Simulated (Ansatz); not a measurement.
Ni (dhcp (α-La type), P6_3/mmc) under volume change, plane-wave PAW PBEsol (Ansatz code), shape and atoms relaxed at each volume.

```json
[
 {"V (Å³/atom)": "9.465", "E − E(relaxed) (meV/atom)": "71.9", "P (GPa)": "26.98"},
 {"V (Å³/atom)": "9.777", "E − E(relaxed) (meV/atom)": "30.0", "P (GPa)": "16.37"},
 {"V (Å³/atom)": "10.089", "E − E(relaxed) (meV/atom)": "7.0", "P (GPa)": "7.47"},
 {"V (Å³/atom)": "10.401", "E − E(relaxed) (meV/atom)": "0.0", "P (GPa)": "0.00"},
 {"V (Å³/atom)": "10.713", "E − E(relaxed) (meV/atom)": "6.3", "P (GPa)": "-6.28"},
 {"V (Å³/atom)": "11.025", "E − E(relaxed) (meV/atom)": "23.8", "P (GPa)": "-11.55"},
 {"V (Å³/atom)": "11.337", "E − E(relaxed) (meV/atom)": "50.7", "P (GPa)": "-15.96"}
]
```

Task: What does a third-order Birch–Murnaghan fit give for V₀, B₀ and B′?

Result: V₀ = 10.40 Å³/atom, B₀ = 228 GPa, B′ = 4.8.

The start of the workflow was typed in or built on a structure type; the Crystallography Open Database files this formula in space group No. 194, but the cells were not matched. It is not the phase usual at ambient conditions (space group No. 225). Symmetry was held in the PBEsol relaxation; its stability against distortions is not shown here. Magnetic state: ferromagnetic, chosen from 3 collinear starts compared on coarse meshes (ties went to the first, and starts can fall back to one state), not a proven ground state.

Potentials: the earlier of the program's two PAW sets.
